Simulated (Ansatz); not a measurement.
This run works on a generated trial structure, not on a known crystal.

Input and command of a plane-wave DFT calculation in Ansatz:

```yaml
crystal:
  lattice:
    - [3.49958447, 0.0, 0.0]
    - [-1.74979223, 3.03072905, 0.0]
    - [0.0, 0.0, 5.38506734]
  atoms:
    - { symbol: Ta, position: [0.0, 0.0, 0.49610128] }
    - { symbol: Mn, position: [0.0, 0.0, 0.92185082], spin: 4.0 }
    - { symbol: "N", position: [0.33333333, 0.66666667, 0.48936858] }
    - { symbol: "N", position: [0.66666667, 0.33333333, 0.48936858] }
basis:
  ecutwfc: 420
kpoints:
  mp_grid: { grid: [6, 6, 4] }
hamiltonian:
  xc: pbe
scf:
  occupations: { method: gaussian, width: 0.1 }
  lower_state_search: "off"
output:
  forces: true
  stress: true
  eigenvalues: true
  populations: true
magnetization:
  spin_polarized: true
relax:
  adjacent_minimum: "off"
  f_tol: 0.04
  max_steps: 70
  cell: { stress_tol: 0.4 }
```

```bash
ansatz run input.yaml --threads 1 --pin off --max-ram 2560MiB --backend cpu --events-out ev --progress --plain --runs-dir out
```

Processor: Intel(R) Xeon(R) Processor @ 2.70GHz, 1 thread, on a host shared with other jobs.

How long does it run, and how much memory does it take?

About 100 s, peak memory 0.42 GiB. It solves 26 bands at 21 k points (after reduction by symmetry) with about 1141 plane waves (on the last cell), in 113 SCF iterations over 11 ionic steps.
